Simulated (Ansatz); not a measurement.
## Relaxation of Mg2C3

The calculation used Ansatz 0.2.0, DFT PBEsol, scalar-relativistic, plane waves, PAW. Run with 420 eV cutoff, 10×10×6 k-mesh, Gaussian smearing of 0.02 eV, no spin polarisation.

What was changed: relaxed at 60 GPa.

Other phases may be more stable at this pressure.

Command:

```bash
ansatz run input.yaml --threads 1 --pin off --max-ram 2560MiB --backend cpu --events-out ev --progress --plain --runs-dir out
```

Input:

```yaml
crystal:
  lattice:
    - [2.2067137673, -2.114156353, 0.0393966603]
    - [2.2067137673, 2.114156353, 0.0393966603]
    - [-1.0417180149, 0.0, 4.4198794698]
  atoms:
    - { symbol: Mg, position: [0.8084443606, 0.8084443606, 0.2054743098] }
    - { symbol: Mg, position: [0.1915556394, 0.1915556394, 0.7945256902] }
    - { symbol: C, position: [0.2923208903, 0.2923208903, 0.2592905267] }
    - { symbol: C, position: [0.7076791097, 0.7076791097, 0.7407094733] }
    - { symbol: C, position: [0.5, 0.5, 0.5] }
basis:
  ecutwfc: 420
kpoints:
  mp_grid: { grid: [10, 10, 6] }
hamiltonian:
  xc: pbesol
scf:
  occupations: { method: gaussian, width: 0.02 }
output:
  forces: true
  stress: true
  eigenvalues: true
relax:
  adjacent_minimum: "off"
  f_tol: 0.008
  max_steps: 50
  cell: { stress_tol: 0.08, p_target: 60.0 }
```

F is the free energy. Steps run on the plane waves of an earlier cell, but the last one, and at times one on the way, on a freshly chosen basis, so a repeated geometry can differ a little in energy. The relaxation lowers the enthalpy F + PV at the target pressure, so F itself can rise.

Steps:

```tsv
step	F − F(1) (eV)	largest force component (eV/Å)	V (Å³/atom)	P (GPa)
1	0.0000	1.365	8.283	54.23
2	0.2657	0.248	8.103	58.03
3	0.3877	0.065	8.035	60.14
4	0.3884	0.021	8.034	60.09
5	0.3880	0.017	8.034	60.07
6	0.3846	0.003	8.036	60.00
7	0.3874	0.003	8.036	59.90
8	0.3925	0.000	8.033	60.01
9	0.3926	0.000	8.033	60.00
```

Relaxed structure:

```xyz
5
Lattice="2.1900 -2.0840 0.0573 2.1900 2.0840 0.0573 -0.9971 0.0000 4.3742" Properties=species:S:1:pos:R:3 pbc="T T T"
Mg    3.3361    0.0000    1.0029
Mg    0.0466    0.0000    3.4859
C     1.0094    0.0000    1.1553
C     2.3733    0.0000    3.3335
C     1.6914    0.0000    2.2444
```

The structure is monoclinic, space group C2/m (No. 12). The conventional cell has a = 4.381 Å, b = 4.168 Å, c = 4.486 Å, α = 90.00°, β = 101.34°, γ = 90.00°. Mg (site symmetry m) is surrounded by 6 C at 2.04 to 2.33 Å. C (site symmetry m) is surrounded by 1 C at 1.29 Å. C (site symmetry 2/m) has 2 C at 1.29 Å as nearest neighbours.

The run converged. The run took 60 s on 1 thread of Arm Neoverse V2, with other jobs on the host, peak memory 0.4 GiB.